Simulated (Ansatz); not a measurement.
FePt: relaxed-ion elastic tensor

Method: Ansatz 0.2.0, DFT PBE, scalar-relativistic, plane waves, PAW. Plane waves to 420 eV; Γ-centred k mesh 20×20×14; Gaussian smearing of 0.20 eV. Collinear spin, site moments 3.0, 0.4 μB.

Relaxed structure:
```yaml
crystal:
  lattice:
    - [2.73054, 0.00000, 0.00000]
    - [0.00000, 2.73054, 0.00000]
    - [0.00000, 0.00000, 3.76376]
  atoms:
    - { symbol: Fe, position: [0.50000, 0.50000, 0.50000] }
    - { symbol: Pt, position: [0.00000, 0.00000, 0.00000] }
```

The cell has the CuAu (L1_0) type, in a space group that the Crystallography Open Database lists for this formula; it was reached from a generator's guess. In a metal, frequencies and elastic constants depend on the k mesh and the smearing, soft modes and shear constants most. Spin–orbit coupling is left out, which matters for heavy elements.

Question: Give the relaxed-ion elastic constants (GPa, Voigt order xx yy zz yz xz xy, on the Cartesian axes of the cell above).

Answer:
```
370.1  76.3 152.6   0.0   0.0   0.0
 76.3 370.1 152.6   0.0   0.0   0.0
152.6 152.6 302.2   0.0   0.0   0.0
  0.0   0.0   0.0 110.0   0.0   0.0
  0.0   0.0   0.0   0.0 110.0   0.0
  0.0   0.0   0.0   0.0   0.0  52.7
```

Question: Is the crystal stable against homogeneous strain?

Answer: Yes: the least eigenvalue of the tensor is 52.7 GPa.

Question: And the moduli of a polycrystal (Hill averages)?

Answer: B = 201 GPa, G = 93 GPa, E = 241 GPa, ν = 0.30.
